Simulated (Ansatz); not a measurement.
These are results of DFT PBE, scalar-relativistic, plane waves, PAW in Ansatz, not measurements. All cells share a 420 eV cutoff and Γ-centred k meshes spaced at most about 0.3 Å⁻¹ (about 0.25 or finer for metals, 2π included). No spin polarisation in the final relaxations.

Temperature and zero-point effects are left out.

Compare these two cells of Hf4Cl, each relaxed at this level.

A.

```xyz
5
Lattice="5.7084 0.0000 0.0000 -2.8542 4.9436 0.0000 0.0000 0.0000 4.5393" Properties=species:S:1:pos:R:3 pbc="T T T"
Hf    2.8542    0.0000    0.0000
Hf   -1.4271    2.4718    0.0000
Hf    1.4271    2.4718    0.0000
Hf    0.0000    0.0000    2.2696
Cl    0.0000    0.0000    0.0000
```

B.

```xyz
5
Lattice="4.7636 0.0000 0.0000 0.0000 4.7636 0.0000 0.0000 0.0000 4.7636" Properties=species:S:1:pos:R:3 pbc="T T T"
Hf    2.3818    0.0000    0.0000
Hf    0.0000    2.3818    0.0000
Hf    0.0000    0.0000    2.3818
Hf    2.3818    2.3818    2.3818
Cl    0.0000    0.0000    0.0000
```

Task: Which would you expect to be lower, and how large is the difference?

Result: B is lower, by 0.87 eV/atom. A has space group P6/mmm (No. 191), 25.6 Å³/atom and no gap on its mesh; B has space group Pm-3m (No. 221), 21.6 Å³/atom and no gap. Counting Hf atoms around Cl (those within 1.25 times the shortest such distance or 1.15 times the sum of covalent radii; a plus sign parts nearer from farther groups), A has Cl 2+6 and B has Cl 6. The denser one is the lower, and pressure would at first widen the difference. Both come from invented guesses.

These runs have no spin–orbit coupling, which can matter for Hf. A magnetic state wasn't ruled out in cells without spin, among them P6/mmm. Cells relaxed within their symmetry can be saddle points.
